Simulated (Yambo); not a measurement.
G0W0@PBEsol for AgCl (rock salt, space group Fm-3m, No. 225) in Yambo. Reference settings: 4×4×4 Γ-centred k mesh, bands 5 to 100 and a 10 Ry block in the screening, 100 bands in G with the Bruneval-Gonze terminator, plasmon pole fitted at 27.2 eV. The PBEsol gap L → Γ on this mesh is 0.73 eV; G0W0 gaps are taken between the same points.

The settings were changed. The gap went from 2.29 eV to 2.08 eV, and the shift of the valence edge from -1.13 eV to -0.78 eV.

Which change was made?
A) no terminator
B) 8 Ry block
C) 64 bands in G, no terminator
D) 2 Ry block

C, 64 bands in G, no terminator. The others gave (gap, valence shift): 2 Ry block: 2.21, -0.98 eV; no terminator: 2.17, -0.95 eV; 8 Ry block: 2.28, -1.10 eV.

Spin-orbit coupling is not included.

Geometry relaxed with PBEsol; primitive cell a = 3.852 Å, b = 3.852 Å, c = 3.852 Å, α = 60.00°, β = 60.00°, γ = 60.00°.

A shift is the quasiparticle energy of the state minus its PBEsol energy.
